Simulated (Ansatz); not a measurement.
HfTeSe:
```xyz
3
Lattice="3.8796 0.0000 0.0000 -1.9398 3.3598 0.0000 0.0000 0.0000 6.5987" Properties=species:S:1:pos:R:3 pbc="T T T"
Hf     0.0000     0.0000     6.4775
Te     1.9398     1.1199     1.7000
Se     0.0000     2.2399     5.0200
```

Relaxed with r²SCAN+D4. Special points in fractions of this cell's reciprocal vectors: Γ (0.000, 0.000, 0.000); M (0.500, 0.000, 0.000); K (0.333, 0.333, 0.000); A (0.000, 0.000, 0.500); L (0.500, 0.000, 0.500); H (0.333, 0.333, 0.500).

List the band energies nearest the valence-band maximum at these points for r²SCAN+D4 in the plane-wave PAW code Ansatz.

In eV from the valence-band maximum; about four levels below and three above (degenerate sets whole), none deeper than 8.9 eV; points with the same levels are listed once.

```tsv
k	below	above
Γ	-3.29 -3.29 -0.69 0.00 0.00	0.98 0.98 1.35
M	-3.34 -3.22 -2.65 -1.57	0.28 2.62 2.71
K	-3.92 -3.16 -2.69 -2.60	1.63 2.26 2.72
A	-3.26 -3.26 -2.68 -0.14 -0.14	0.96 0.96 1.73
L	-3.31 -3.13 -1.73 -1.37	0.12 2.62 2.72
H	-4.28 -3.17 -2.58 -2.41	1.70 2.00 2.12
```

Space group P3m1. The workflow started from a Materials Project entry (that database holds measured and hypothetical structures alike); the Crystallography Open Database copy checked does not list it. Whether it is the stable phase at ambient conditions was not checked. Symmetry was held in the r²SCAN+D4 relaxation; its stability against distortions is not shown here. The run is not spin-polarised. Scalar-relativistic: spin–orbit coupling is off unless named, which matters more the heavier the elements.

Potentials: the later of the program's two PAW sets.
